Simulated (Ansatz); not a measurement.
A relaxed cell of RbCuS2 is given with its symmetry left out. The cell was found from a structure generator's guess, not taken from experiment.

All numbers below come from Ansatz 0.2.0, DFT PBE, scalar-relativistic, plane waves, PAW. Cutoff 420 eV, Γ-centred mesh, Gaussian smearing, no spin polarisation.

```yaml
crystal:
  lattice:
    - [4.53792, 0.00000, 0.00000]
    - [0.00000, 4.53792, 0.00000]
    - [0.00000, 0.00000, 5.23352]
  atoms:
    - { symbol: Rb, position: [0.50000, 0.50000, 0.50000] }
    - { symbol: Cu, position: [0.00000, 0.00000, 0.00000] }
    - { symbol: S, position: [0.50000, 0.00000, 0.00000] }
    - { symbol: S, position: [0.00000, 0.50000, 0.00000] }
```

Energies over the elements count from the elements' standard structures at the same level, with no fitted energy shifts.

Problem. What space group does it have?

Solution. P4/mmm (No. 123). Conventional cell: a = 4.538 Å, c = 5.234 Å. Around Rb lie 8 S at 3.46 Å; Cu is surrounded by 4 S at 2.27 Å; S has 2 Cu at 2.27 Å, 4 S at 3.21 Å and 4 Rb at 3.46 Å.

Problem. How far does it lie from the elements in energy?

Solution. −0.35 eV/atom. It lies below the elements, which doesn't yet make it stable against other compounds or structures.

Problem. Is it a metal?

Solution. Yes, bands cross the Fermi level on the 10×10×10 mesh.

Problem. From what recipe could a structure generator have reached it?

Solution. One such recipe: perovskite family, infinite layers (P4/mmm, No. 123). Other recipes can lead to the same cell.

The last run used a 10×10×10 mesh for its 4-atom cell and Gaussian smearing of 0.10 eV. No Hubbard U is applied to the 3d shell of Cu. The reference form of S is held partly by dispersion forces, which this level lacks. A structure relaxed within its symmetry needn't be a true minimum.
